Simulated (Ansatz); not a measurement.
## Ca under strains and displacements

The calculation used DFT PBEsol, scalar-relativistic, plane waves, PAW (Ansatz 0.2.0).

Cutoff 420 eV; k points 14×14×14 on the computed 1-atom cell (Γ-centred); Gaussian smearing, width 0.10 eV; no spin polarisation.

Reference cell:

```xyz
1
Lattice="-2.0965 2.1017 2.4454 2.0965 -2.1017 2.4454 2.0965 2.1017 -2.4454" Properties=species:S:1:pos:R:3 pbc="T T T"
Ca    0.0000    0.0000    2.4454
```

Each variant moves atoms of this cell by the vectors given, if any (Å), and then applies a symmetric strain (tensor components, Cartesian axes). The reference cell isn't relaxed at this level. Energies are per atom at zero smearing, counted from the lowest variant. Pressure is positive in compression.

1. strain (xx yy zz yz xz xy, %) -0.92 0.91 0.25 0.00 0.00 0.00
2. strain (xx yy zz yz xz xy, %) -3.63 -0.55 -0.71 0.00 0.00 0.00
3. strain (xx yy zz yz xz xy, %) 6.97 2.10 -0.17 0.00 0.00 0.00
4. strain (xx yy zz yz xz xy, %) -3.72 -7.93 -0.14 0.00 0.00 0.00

```tsv
result	ΔE (meV/atom)	P (GPa)
A	5.7	1.18
B	9.0	-1.02
C	49.4	-2.06
D	0.0	-0.21
```

Which variant gave which result?

A is 4, B is 1, C is 3, D is 2. The pressure falls as the cell grows: from the smallest volume to the largest the variants are 4, 2, 1, 3.

This form isn't the element's structure at ambient conditions.